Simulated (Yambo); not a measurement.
G0W0@PBEsol for SiO$_{2}$ (space group P2_1, No. 4) in Yambo. Reference settings: 2×1×2 Γ-centred k mesh, 257 bands and a 7 Ry block in the screening, 257 bands in G with the Bruneval-Gonze terminator, plasmon pole fitted at 27.2 eV. The PBEsol gap Γ → Γ on this mesh is 5.74 eV; G0W0 gaps are taken between the same points.

With and without the terminator, as bands are cut:

```
bands in G (in W)  gap, terminator (eV)  gap, none (eV)  valence shift, terminator (eV)  valence shift, none (eV)
-----------------  --------------------  --------------  ------------------------------  ------------------------
99 (257)                          8.619           8.311                          -1.785                    -1.182
167 (257)                         8.605           8.404                          -1.801                    -1.437
257 (257)                         8.611           8.503                          -1.808                    -1.597
```

Over this range the gap spans 0.014 eV with the terminator and 0.192 eV without, the valence shift 0.023 eV and 0.415 eV. Neither column has reached its limit for certain.

Geometry of the Materials Project entry, not relaxed at this level; primitive cell a = 4.9308 Å, b = 8.1797 Å, c = 5.0051 Å, α = 90.00°, β = 118.37°, γ = 90.00°.

This is not the ordinary phase of the substance; no match was found in the copy of COD used, and its stability was not checked.

A shift is the quasiparticle energy of the state minus its PBEsol energy.
